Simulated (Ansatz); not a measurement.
With plane-wave PAW r²SCAN (Ansatz code), MoW in the orthorhombic phase (Cmcm; W on 4c, Mo on 4c) relaxes to a = 2.586 Å, b = 10.612 Å, c = 4.688 Å. Against the elements it lies at 0.46 eV/atom, with no fitted shifts.

Electronic character: metallic (no gap).

The bulk modulus is 269 GPa. Bader charges are W -0.08, Mo +0.08 e.

The start of the workflow was typed in or built on a structure type; neither database checked (COD, Materials Project) lists it. Its standing as an ambient phase is unchecked. The cell was relaxed with r²SCAN under the symmetry of its start; whether a distortion lowers the energy is not shown. The run is not spin-polarised. Its formation energy is positive at this level, so the cell may be metastable or incomplete. Axis ratios of metals converge slowly with the k-mesh, so a and c are less sure than the volume. The references are the lowest solids computed at this level, not always the standard phases. Spin–orbit coupling is left out wherever it is not named.

Potentials: the earlier of the program's two PAW sets.
